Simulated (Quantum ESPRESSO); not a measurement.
# Ga3SiN3C: input and log of a self-consistent run

A calculation, not a measurement. The program is pw.x of Quantum ESPRESSO 7.5 (plane-wave density functional theory). The cell is made up: 8 atoms on a wurtzite lattice, with randomly drawn elements, strain and displacements, not relaxed. PseudoDojo standard norm-conserving files (v0.5 for PBE, v0.4.1 for LDA and PBEsol) set the functional; there is no spin polarisation, spin-orbit coupling or dispersion term, and the masses in the input are unused placeholders.

Input:

```
&control calculation='scf', pseudo_dir='./dojo.nc.sr.pbe.v0_5.standard.upf', outdir='./o', disk_io='medium', tprnfor=.true., tstress=.true. /
&system ibrav=0, nat=8, ntyp=4, nbnd=37, ecutwfc=84.00895049, nosym=.true., tot_charge=0,
 occupations='smearing', smearing='fd', degauss=0.0018374661
/
&electrons conv_thr=7.350e-09, electron_maxstep=60, /
ATOMIC_SPECIES
C 1.0 C.upf
Ga 1.0 Ga.upf
N 1.0 N.upf
Si 1.0 Si.upf
CELL_PARAMETERS angstrom
3.2444 0.0 0.0
0.0 5.6194 0.0
0.0 0.0 5.2136
ATOMIC_POSITIONS angstrom
Ga 0.0067 -0.0394 -0.0258
Si 1.3989 2.838 -0.0168
Ga 1.6266 0.9126 2.5006
Ga -0.0947 3.6198 2.6793
N 0.0475 0.0356 2.0685
N 1.5367 2.7633 1.9943
N 1.6208 0.8569 4.7256
C -0.055 3.8533 4.582
K_POINTS automatic
6 4 4 1 1 1
```

The log is shortened where brackets say so; the opening notice, blank lines, dates and the lines on written files are dropped, and the path of the files is cut. It prints rydbergs, bohrs and kilobars, and counts compression as positive stress. With no partly filled state, the Fermi energy that it prints is only some level between the filled and the empty states on the mesh, and need not lie in the true gap.

```
     Program PWSCF v.7.5
     Parallel version (MPI & OpenMP), running on       1 processor cores
     Number of MPI processes:                 1
     Threads/MPI process:                     1
     [start-up lines left out]
     bravais-lattice index     =            0
     lattice parameter (alat)  =       6.1310  a.u.
     unit-cell volume          =     641.4439 (a.u.)^3
     number of atoms/cell      =            8
     number of atomic types    =            4
     number of electrons       =        62.00
     number of Kohn-Sham states=           37
     kinetic-energy cutoff     =      84.0090  Ry
     charge density cutoff     =     336.0358  Ry
     scf convergence threshold =      7.3E-09
     mixing beta               =       0.7000
     number of iterations used =            8  plain     mixing
     Exchange-correlation= PBE
                           (   1   4   3   4   0   0   0)
     [axes and pseudopotential details left out]
   Cartesian axes
     site n.     atom                  positions (alat units)
         1        Ga     tau(   1) = (   0.0020651  -0.0121440  -0.0079522  )
         2        Si     tau(   2) = (   0.4311737   0.8747380  -0.0051782  )
         3        Ga     tau(   3) = (   0.5013562   0.2812847   0.7707434  )
         4        Ga     tau(   4) = (  -0.0291888   1.1157071   0.8258230  )
         5        N      tau(   5) = (   0.0146406   0.0109728   0.6375601  )
         6        N      tau(   6) = (   0.4736469   0.8517137   0.6146899  )
         7        N      tau(   7) = (   0.4995685   0.2641166   1.4565405  )
         8        C      tau(   8) = (  -0.0169523   1.1876772   1.4122796  )
     number of k points=    48  Fermi-Dirac smearing, width (Ry)=  0.0018
                       cart. coord. in units 2pi/alat
        k(    1) = (   0.0833333   0.0721696   0.0777869), wk =   0.0416667
        k(    2) = (   0.0833333   0.0721696   0.2333608), wk =   0.0416667
     [further k points left out]
     Dense  grid:    66635 G-vectors     FFT dimensions: (  36,  64,  60)
     Estimated max dynamical RAM per process >      86.28 MB
     Initial potential from superposition of free atoms
     starting charge      61.9913, renormalised to      62.0000
     Starting wfcs are   47 randomized atomic wfcs
     total cpu time spent up to now is       11.4 secs
     per-process dynamical memory:    54.8 Mb
     Self-consistent Calculation
     iteration #  1     ecut=    84.01 Ry     beta= 0.70
     Davidson diagonalization with overlap
     ethr =  1.00E-02,  avg # of iterations =  3.0
     total cpu time spent up to now is       38.3 secs
     total energy              =    -540.75501713 Ry
     estimated scf accuracy    <       2.04679516 Ry
     iteration #  2     ecut=    84.01 Ry     beta= 0.70
     Davidson diagonalization with overlap
     ethr =  3.30E-03,  avg # of iterations =  3.2
     total cpu time spent up to now is       63.7 secs
     total energy              =    -541.26688049 Ry
     estimated scf accuracy    <       2.21843065 Ry
     iteration #  3     ecut=    84.01 Ry     beta= 0.70
     Davidson diagonalization with overlap
     ethr =  3.30E-03,  avg # of iterations =  2.0
     total cpu time spent up to now is       86.7 secs
     total energy              =    -541.65586119 Ry
     estimated scf accuracy    <       0.09475452 Ry
     iteration #  4     ecut=    84.01 Ry     beta= 0.70
     Davidson diagonalization with overlap
     ethr =  1.53E-04,  avg # of iterations =  4.6
     total cpu time spent up to now is      108.7 secs
     total energy              =    -541.68268266 Ry
     estimated scf accuracy    <       0.00599248 Ry
     iteration #  5     ecut=    84.01 Ry     beta= 0.70
     Davidson diagonalization with overlap
     ethr =  9.67E-06,  avg # of iterations =  8.2
     total cpu time spent up to now is      137.3 secs
     total energy              =    -541.68394092 Ry
     estimated scf accuracy    <       0.00739484 Ry
     [iterations 6 to 8 left out]
     iteration #  9     ecut=    84.01 Ry     beta= 0.70
     Davidson diagonalization with overlap
     ethr =  2.56E-08,  avg # of iterations =  3.5
     total cpu time spent up to now is      227.7 secs
     total energy              =    -541.68504627 Ry
     estimated scf accuracy    <       0.00000299 Ry
     iteration # 10     ecut=    84.01 Ry     beta= 0.70
     Davidson diagonalization with overlap
     ethr =  4.83E-09,  avg # of iterations =  2.5
     total cpu time spent up to now is      252.9 secs
     total energy              =    -541.68504631 Ry
     estimated scf accuracy    <       0.00000130 Ry
     iteration # 11     ecut=    84.01 Ry     beta= 0.70
     Davidson diagonalization with overlap
     ethr =  2.10E-09,  avg # of iterations =  2.0
     total cpu time spent up to now is      272.9 secs
     total energy              =    -541.68504648 Ry
     estimated scf accuracy    <       0.00000006 Ry
     iteration # 12     ecut=    84.01 Ry     beta= 0.70
     Davidson diagonalization with overlap
     ethr =  9.94E-11,  avg # of iterations =  4.1
     total cpu time spent up to now is      299.3 secs
     total energy              =    -541.68504651 Ry
     estimated scf accuracy    <       0.00000004 Ry
     iteration # 13     ecut=    84.01 Ry     beta= 0.70
     Davidson diagonalization with overlap
     ethr =  5.89E-11,  avg # of iterations =  2.0
     total cpu time spent up to now is      319.5 secs
     End of self-consistent calculation
          k = 0.0833 0.0722 0.0778 (  8314 PWs)   bands (ev):
    -6.1644  -5.4329  -5.2504  -4.5051  -4.1861  -4.1443  -4.0618  -4.0427
    -4.0073  -3.9704  -3.8934  -3.8793  -3.8273  -3.8222  -3.7282  -3.6436
    -2.9970  -2.2136  -1.1934   2.6200   3.2586   4.2193   5.6376   6.3696
     7.4779   7.7968   8.0463   8.2605   8.7397   9.2219   9.6182  12.5806
    13.4051  13.6867  14.5128  15.7142  16.6880
     [levels at the other k points left out]
     the Fermi energy is    11.2594 ev
!    total energy              =    -541.68504651 Ry
     estimated scf accuracy    <          3.6E-09 Ry
     smearing contrib. (-TS)   =       0.00000000 Ry
     internal energy E=F+TS    =    -541.68504651 Ry
     The total energy is F=E-TS. E is the sum of the following terms:
     one-electron contribution =    -205.87875120 Ry
     hartree contribution      =     157.86786376 Ry
     xc contribution           =    -151.61927863 Ry
     ewald contribution        =    -342.05488045 Ry
     convergence has been achieved in  13 iterations
     Forces acting on atoms (cartesian axes, Ry/au):
     atom    1 type  2   force =    -0.00316341    0.07489887    0.07287931
     atom    2 type  4   force =     0.08969375   -0.04009827    0.03904978
     atom    3 type  2   force =     0.02631077   -0.02236035    0.05292642
     atom    4 type  2   force =     0.01085436    0.06503520   -0.04492707
     atom    5 type  3   force =    -0.04474461   -0.05487252   -0.03895124
     atom    6 type  3   force =    -0.01047671    0.02179681   -0.09643912
     atom    7 type  3   force =    -0.01925665    0.15611723   -0.03817399
     atom    8 type  1   force =    -0.04921749   -0.20051696    0.05363590
     Total force =     0.347262     Total SCF correction =     0.000079
     Computing stress (Cartesian axis) and pressure
          total   stress  (Ry/bohr**3)                   (kbar)     P=      -23.28
  -0.00012233   0.00011351   0.00004219          -18.00       16.70        6.21
   0.00011351  -0.00016922   0.00021108           16.70      -24.89       31.05
   0.00004219   0.00021108  -0.00018328            6.21       31.05      -26.96
     init_run     :     10.81s CPU     11.33s WALL (       1 calls)
     electrons    :    289.07s CPU    308.04s WALL (       1 calls)
     forces       :      2.77s CPU      2.80s WALL (       1 calls)
     stress       :     11.25s CPU     11.32s WALL (       1 calls)
     [timing details left out]
     PWSCF        :   5m14.07s CPU   5m33.85s WALL
     JOB DONE.
```

In other units: free energy -7370.001 eV for the cell, pressure -2.33 GPa, largest force component 5.155 eV/Å. A rerun of the same cell at another strain at 1437 eV and a 8 x 6 x 6 mesh moved values by no more than 0.002 eV in energy, 0.04 GPa in stress and 0.004 eV/Å in force.